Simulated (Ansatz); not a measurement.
## Al2Cu: computed property card

Al2Cu:
```cif
data_Al8Cu4
_chemical_formula_sum 'Al8 Cu4'
_space_group_name_H-M_alt 'Fm-3m'
_space_group_IT_number 225
_space_group_name_Hall '-F 4 2 3'
_cell_length_a 5.66997
_cell_length_b 5.66997
_cell_length_c 5.66997
_cell_angle_alpha 90.000
_cell_angle_beta 90.000
_cell_angle_gamma 90.000
loop_
_atom_site_label
_atom_site_type_symbol
_atom_site_symmetry_multiplicity
_atom_site_Wyckoff_symbol
_atom_site_fract_x
_atom_site_fract_y
_atom_site_fract_z
_atom_site_occupancy
Al1 Al 8 c 0.25000 0.25000 0.25000 1
Cu1 Cu 4 b 0.50000 0.50000 0.50000 1
```
(The calculation used a cell of 3 atoms; values per cell refer to that cell.)

Space group Fm-3m (No. 225), fluorite or antifluorite type; conventional cell a = b = c = 5.6700 Å, α = β = γ = 90.00°.

Method: the program Ansatz at the LDA level (PAW). Structure relaxed to zero pressure with the same functional. Other levels are named where they apply.

### Cell and energy

```json
{
 "volume_per_atom": "15.19 Å³",
 "density": "4.28 g/cm³",
 "Formation energy from the elements (no fitted shifts)": "-0.21 eV/atom"
}
```

### Electronic structure

```json
{
 "electronic_character": "metallic (no gap)",
 "Density of states at the Fermi level": "0.28 states/eV per atom (mean over ±0.08 eV)"
}
```

### Mechanics

```json
{
 "Bulk modulus (Birch–Murnaghan fit)": "111 GPa",
 "Pressure derivative B′": "4.4",
 "Elastic constants (relaxed ions, GPa)": "C11 = 185, C12 = 74.5, C44 = 70.4",
 "mechanical_stability": "stable (all eigenvalues of C positive)",
 "hill_bulk_and_shear_moduli": "111 and 63.9 GPa",
 "Young's modulus": "161 GPa",
 "Poisson's ratio": "0.26",
 "debye_temperature_from_the_elastic_constants": "516 K"
}
```

### Phonons

```json
{
 "highest_zone_centre_frequency": "8.78 THz",
 "zone_centre_stability": "no imaginary mode at Γ"
}
```

The first step of the workflow began from a Materials Project structure, measured or hypothetical; the Crystallography Open Database copy checked does not list it. It is not the phase usual at ambient conditions (space group No. 140). The LDA relaxation kept the symmetry of its start. No spin polarisation was allowed. As this level gives no gap, shear constants depend on the k-mesh and smearing (Fermi–Dirac, 0.1 eV here). As this level gives no gap, phonon frequencies hold no LO–TO term and depend on the k-mesh and smearing (Fermi–Dirac, 0.1 eV here). The references are the lowest solids computed at this level, not always the standard phases.

Potentials: the later of the program's two PAW sets.
